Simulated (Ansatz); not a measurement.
GaP:
```cif
data_Ga2P2
_chemical_formula_sum 'Ga2 P2'
_space_group_name_H-M_alt 'I-4m2'
_space_group_IT_number 119
_space_group_name_Hall 'I -4 -2'
_cell_length_a 4.78357
_cell_length_b 4.78357
_cell_length_c 2.73447
_cell_angle_alpha 90.000
_cell_angle_beta 90.000
_cell_angle_gamma 90.000
loop_
_atom_site_label
_atom_site_type_symbol
_atom_site_symmetry_multiplicity
_atom_site_Wyckoff_symbol
_atom_site_fract_x
_atom_site_fract_y
_atom_site_fract_z
_atom_site_occupancy
Ga1 Ga 2 c 0.00000 0.50000 0.25000 1
P1 P 2 a 0.00000 0.00000 0.00000 1
```
(The calculation used a cell of 2 atoms; values per cell refer to that cell.)

This is the LDA-relaxed structure.

Q: All from plane-wave PAW LDA (Ansatz code), unless another level is named. Estimate the electronic character.

A: metallic (no gap).

Q: Predict the density of states at the Fermi level.

A: 0.31 states/eV per atom (mean over ±0.08 eV).

Q: Predict the formation energy from the elements (no fitted shifts).

A: -0.009 eV/atom.

The workflow started from a Materials Project entry (that database holds measured and hypothetical structures alike); the Crystallography Open Database copy checked does not list it. It is not the phase usual at ambient conditions (space group No. 216). The cell was relaxed with LDA under the symmetry of its start; of distortions, only those at the zone centre were tested. The references are the lowest solids computed at this level, not always the standard phases. Spin–orbit coupling is left out wherever it is not named.

Potentials: the later of the program's two PAW sets.
